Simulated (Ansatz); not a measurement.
K₃Cu₃P₂:
```
CELL_PARAMETERS angstrom
      2.80081     1.61705     6.60492
     -2.80081     1.61705     6.60492
      0.00000    -3.23410     6.60492
ATOMIC_POSITIONS crystal
  K  0.90849 0.90849 0.90849
  K  0.09151 0.09151 0.09151
  K  0.50000 0.50000 0.50000
  Cu 0.50000 0.00000 0.50000
  Cu 0.50000 0.50000 0.00000
  Cu 0.00000 0.50000 0.50000
  P  0.25590 0.25590 0.25590
  P  0.74410 0.74410 0.74410
```

Relaxed with PBEsol. The program Ansatz at the PBEsol level (PAW) gives a gap of 1.19 eV.

Problem. What gap does HSE06 give on the same cell (Ansatz, PAW)?

Solution. 2.08 eV, 0.90 eV more. The hybrid was solved on a coarser mesh and at special points; its gap is the smallest among all of these.

```tsv
k	v1 PBEsol	c1 PBEsol	v1 HSE06	c1 HSE06
Γ	-0.13	1.62	?	?
T	0.00	1.28	?	?
L	-0.48	1.85	?	?
F	-0.10	1.19	-0.01	2.08
S0	-0.20	2.42	-0.13	3.40
H0	-0.21	2.38	?	?
```

Problem. Top valence (v1) and lowest conduction level (c1) in eV from each method's valence maximum (which need not be a listed point): supply the withheld HSE06 values.

Solution. 
- T, v1 HSE06: 0.00
- T, c1 HSE06: 2.20
- L, v1 HSE06: -0.59
- L, c1 HSE06: 2.80
- Γ, v1 HSE06: -0.16
- Γ, c1 HSE06: 2.55
- H0, v1 HSE06: -0.14
- H0, c1 HSE06: 3.38

Cost on shared cores: the PBEsol run (SCF on a 6×6×6 mesh, then bands and DOS) very roughly 3 core-minutes, the HSE06 run (SCF on 4×4×4, then a few points) roughly 9 core-minutes; the tasks are unlike.

Space group R-3m. The first step of the workflow began from a Materials Project structure, measured or hypothetical; the Crystallography Open Database files this formula in space group No. 166, but the cells were not matched. Whether it is the stable phase at ambient conditions was not checked. Symmetry was held in the PBEsol relaxation; its stability against distortions is not shown here. No spin polarisation was allowed.

Potentials: the later of the program's two PAW sets.
